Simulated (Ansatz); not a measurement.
GaN (zinc blende)

```xyz
2
Lattice="0.0000 2.2744 2.2744 2.2744 0.0000 2.2744 2.2744 2.2744 0.0000" Properties=species:S:1:pos:R:3 pbc="T T T"
N      3.4116     3.4116     3.4116
Ga     0.0000     0.0000     0.0000
```

Two coordinates are scanned: the volume, and the ratio of the stretch along z (the conventional c axis) to the stretch across it. Atoms keep their fractional coordinates.

Level of theory: PBE (plane waves to 420 eV, PAW, scalar-relativistic; Ansatz, a first-principles code). k mesh 12×12×12 (Γ-centred), Fermi-Dirac smearing 0.05 eV. Stress and pressure are positive under compression. GaN was relaxed with its symmetry unable to fall. The PAW data are Ansatz's earlier set.

At one point of the scan the stress tensor (GPa) is:

```
  -13.6      0.0      0.0
    0.0    -13.6      0.0
    0.0      0.0     -6.7
```

### Question
Which point is it?
A. V/V₀ = 1.080, (c/a)/(c/a)₀ = 0.940
B. V/V₀ = 1.040, (c/a)/(c/a)₀ = 1.120
C. V/V₀ = 1.040, (c/a)/(c/a)₀ = 0.880
D. V/V₀ = 1.080, (c/a)/(c/a)₀ = 0.880

### Answer
A, V/V₀ = 1.080, (c/a)/(c/a)₀ = 0.940

(Under strain, the slope of the energy per volume gives the stress and its curvature an elastic modulus.)
